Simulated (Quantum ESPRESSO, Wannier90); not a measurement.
Wannierisation of GaP (zinc blende)

```
begin unit_cell_cart
ang
    0.0000000000    2.7258100000    2.7258100000
    2.7258100000    0.0000000000    2.7258100000
    2.7258100000    2.7258100000    0.0000000000
end unit_cell_cart
begin atoms_frac
Ga   0.0000000000  0.0000000000  0.0000000000
P   -0.2500000000 -0.2500000000 -0.2500000000
end atoms_frac
```

Structure: Materials Project mp-2490, symmetrised, not relaxed again. COD (Crystallography Open Database) has an entry of this formula and space group (matched by these alone). Computed values, not measurements, from LDA: Quantum ESPRESSO (norm-conserving PseudoDojo potentials, cutoff 64 Ry, no spin polarisation, no spin-orbit coupling) on a Γ-centred 10×10×10 mesh, then Wannier90. Density: 10×10×10 mesh, cold smearing 0.01 Ry.

Bands 6-9 form an isolated set from -12.51 to 0.00 eV relative to the valence-band maximum (on the path) and are turned into 4 Wannier functions by minimising the spread from the start: sp3 on P.

Problem. Where do the functions sit, how wide are they and what are they made of?

Solution. 
```csv
functions,spread (Å²),"nearest atom, distance (Å)","second atom, distance (Å)",weight on atomic waves
4,2.08,P 0.92,Ga 1.44,"P 3p 46 %, Ga 4p 24 %, P 3s 16 %"
```

Ω_I = 7.80 Å², Ω_total = 8.32 Å²; the interpolated bands follow pw.x to 7.2 meV rms on the path. It is the lowest total spread that any start reached here.
